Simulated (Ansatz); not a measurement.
AlCo3B (anti-perovskite, Pm-3m) at seven volumes, DFT-PBEsol in the program Ansatz with PAW potentials, scaled uniformly. One row is withheld.

```tsv
V (Å³/atom)	P (GPa)
9.389	25.46
9.698	15.61
10.008	7.18
10.317	-0.01
10.627	-6.14
10.936	?
11.246	-15.80
```

Problem. Fit the shown pressures and predict the withheld one.

Solution. Third-order Birch–Murnaghan: P = (3/2)B₀(x^(7/2) − x^(5/2))[1 + (3/4)(B′ − 4)(x − 1)] with x = (V₀/V)^(2/3). Least squares on the six rows gives V₀ = 10.317 Å³/atom, B₀ = 220.6 GPa, B′ = 4.29. At V = 10.936, x = 0.9619 and P = -11.35 GPa. The run itself gave -11.36 GPa.

The start of the workflow was typed in or built on a structure type; neither database checked (COD, Materials Project) lists it. Its standing as an ambient phase is unchecked. The PBEsol relaxation kept the symmetry of its start; its stability against distortions is not shown here. The final state is ferromagnetic, the only order run, not a proven ground state. The volume moved by -17 % from the start of the relaxation.

Potentials: the later of the program's two PAW sets.
